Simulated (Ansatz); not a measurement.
AlWB (space group Cmcm)

```xyz
6
Lattice="1.5970 -6.9572 0.0000 1.5970 6.9572 0.0000 0.0000 0.0000 3.1006" Properties=species:S:1:pos:R:3 pbc="T T T"
Al     1.5970    -2.7787     0.7752
Al     1.5970     2.7787     2.3255
B      1.5970    -0.4770     0.7752
B      1.5970     0.4770     2.3255
W      1.5970     5.7056     2.3255
W      1.5970    -5.7056     0.7752
```

This relaxed cell (volume V₀) is scaled evenly in all directions, its shape held. The atoms relax within the cell's symmetry.

Calculation: PBEsol (plane waves to 420 eV, PAW, scalar-relativistic; Ansatz, a program for electronic structure). k mesh 15×15×15 (Γ-centred), Fermi-Dirac smearing 0.05 eV. The energy includes the smearing's −TS. With the shape held, the modulus is that of even scaling; a crystal free to change shape is softer. AlWB is run without spin polarisation. AlWB was relaxed with its symmetry unable to fall. Spin-orbit coupling is left out, though W is heavy. ΔE is measured from the relaxed starting cell. The last digit holds for this mesh only.

```tsv
V (Å³/atom)	ΔE (meV/atom)
10.794	34.4
10.909	23.5
11.024	14.7
11.139	8.1
11.254	3.6
11.368	0.9
11.483	0.0
11.598	0.8
11.713	3.3
11.828	7.3
11.942	12.8
12.057	19.6
12.172	27.7
```

**Question.** What bulk modulus at fixed cell shape B₀ follows from a third-order Birch-Murnaghan fit?

**Answer.** 239 GPa.

**Question.** What is the fitted pressure derivative B₀′?

**Answer.** 4.4.

(Under strain, the slope of the energy per volume gives the stress and its curvature an elastic modulus.)
